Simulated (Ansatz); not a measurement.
HfSiO4:
```
HfSiO4
1.0
   -3.29168     3.29168     2.98348
    3.29168    -3.29168     2.98348
    3.29168     3.29168    -2.98348
Hf Si O
2 2 8
Direct
  0.00000   0.00000   0.00000
  0.75000   0.25000   0.50000
  0.25000   0.75000   0.50000
  0.50000   0.50000   0.00000
  0.13331   0.31810   0.81522
  0.06810   0.75288   0.68478
  0.50288   0.31810   0.18478
  0.06810   0.38331   0.31522
  0.61669   0.93190   0.68478
  0.68190   0.86669   0.18478
  0.24712   0.93190   0.31522
  0.68190   0.49712   0.81522
```

The program Ansatz at the PBEsol level (PAW) gives a gap of 5.37 eV without spin–orbit coupling, maximum on the Γ–Z line, 14 % of the way from Γ, minimum off the standard path, at k = (0.250, 0.255, 0.188) in fractions of the reciprocal vectors.

Q: What happens when spin–orbit coupling is switched on?

A: The gap hardly moves, to 5.37 eV; maximum on the Γ–Z line, 14 % of the way from Γ, minimum off the standard path, at k = (0.167, 0.271, 0.281) in fractions of the reciprocal vectors.

Q: Give the hole effective mass with spin–orbit coupling.

A: 1.7, 1.7, 8.8 mₑ (principal values).

Space group I4_1/amd. The PBEsol relaxation kept the symmetry of its start. The run is not spin-polarised.

Potentials: the earlier of the program's two PAW sets. The files were generated under PBE; for other functionals the program regenerates the frozen cores, and for LDA and PBEsol the local potential too.
